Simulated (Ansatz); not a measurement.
TaRu$_{3}$:
```
CELL_PARAMETERS angstrom
      3.85429     0.00000     0.00000
      0.00000     3.85429     0.00000
      0.00000     0.00000     3.85429
ATOMIC_POSITIONS crystal
  Ta 0.50000 0.50000 0.50000
  Ru 0.50000 0.00000 0.00000
  Ru 0.00000 0.50000 0.00000
  Ru 0.00000 0.00000 0.50000
```

Relaxed with PBEsol. Special points in fractions of this cell's reciprocal vectors: Γ (0.000, 0.000, 0.000); X (0.000, 0.500, 0.000); M (0.500, 0.500, 0.000); R (0.500, 0.500, 0.500).

List the band energies nearest the Fermi level at these points for PBEsol with spin–orbit coupling (plane waves, PAW; program Ansatz).

In eV from the Fermi level; about four levels below and three above (degenerate sets whole), none deeper than 8.9 eV; points with the same levels are listed once.

```
k                                below                above
-  -----------------------------------  -------------------
Γ  -1.90 -1.90 -1.90 -1.90 -1.67 -1.67  0.52 0.52 0.52 0.52
X              -0.35 -0.35 -0.34 -0.34  0.93 0.93 1.30 1.30
M              -0.95 -0.95 -0.09 -0.09  0.01 0.01 2.01 2.01
R              -1.44 -1.44 -1.44 -1.44  0.81 0.81 1.00 1.00
```

Space group Pm-3m (Cu3Au type). The workflow started from a Materials Project entry (that database holds measured and hypothetical structures alike); the Crystallography Open Database copy checked does not list it. Its standing as an ambient phase is unchecked. The cell was relaxed with PBEsol under the symmetry of its start; whether a distortion lowers the energy is not shown. No spin polarisation was allowed.

Potentials: the later of the program's two PAW sets.
